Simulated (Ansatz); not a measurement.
PbF2:
```yaml
crystal:
  lattice:
    - [0.00000, 2.96076, 2.96076]
    - [2.96076, 0.00000, 2.96076]
    - [2.96076, 2.96076, 0.00000]
  atoms:
    - { symbol: Pb, position: [0.00000, 0.00000, 0.00000] }
    - { symbol: F, position: [0.25000, 0.25000, 0.25000] }
    - { symbol: F, position: [0.75000, 0.75000, 0.75000] }
```

r²SCAN (plane waves, PAW; program Ansatz) gives a gap of 4.93 eV without spin–orbit coupling, maximum at W, minimum at X.

Task: What happens when spin–orbit coupling is switched on?

Result: The gap shrinks by 0.41 eV, to 4.52 eV; maximum at W, minimum at X.

Task: Give the electron effective mass with spin–orbit coupling.

Result: 0.58, 0.58, 7.1 mₑ (principal values).

Task: Give the hole effective mass with spin–orbit coupling.

Result: 3.2, 5.5, 5.5 mₑ (principal values).

Space group Fm-3m (fluorite). Symmetry was held in the r²SCAN relaxation; phonons on a q-mesh show no instability.

Potentials: the later of the program's two PAW sets.
